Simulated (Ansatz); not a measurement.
Given:

YTe3:
Space group Cmcm (No. 63); a = 4.3259 Å, b = 26.2771 Å, c = 4.3405 Å, α = β = γ = 90.00°

```
atom  site  symmetry       x       y       z
----  ----  --------  ------  ------  ------
Y       4c       m2m  0.0000  0.1715  0.2500
Te      4c       m2m  0.0000  0.0752  0.7500
Te      4c       m2m  0.0000  0.5751  0.2500
Te      4c       m2m  0.0000  0.2935  0.2500
```
(The calculation used a cell of 8 atoms; values per cell refer to that cell.)

This is the r²SCAN-relaxed structure.

Q: All from plane-wave PAW r²SCAN (Ansatz code), unless another level is named. Give the electronic character.

A: metallic (no gap).

Q: Next, the formation energy from the elements (no fitted shifts)?

A: -1.07 eV/atom.

Q: Predict the density of states at the Fermi level.

A: 0.20 states/eV per atom (mean over ±0.08 eV).

The first step of the workflow began from a Materials Project structure, measured or hypothetical; the Crystallography Open Database copy checked does not list it. Whether it is the stable phase at ambient conditions was not checked. The cell was relaxed with r²SCAN under the symmetry of its start; whether a distortion lowers the energy is not shown. No spin polarisation was allowed. A crystal of weakly bound layers computed without a dispersion correction: the cell and the soft elastic constants depend strongly on that. The references are the lowest solids computed at this level, not always the standard phases. Scalar-relativistic: spin–orbit coupling is off unless named, which matters more the heavier the elements.

Potentials: the earlier of the program's two PAW sets.
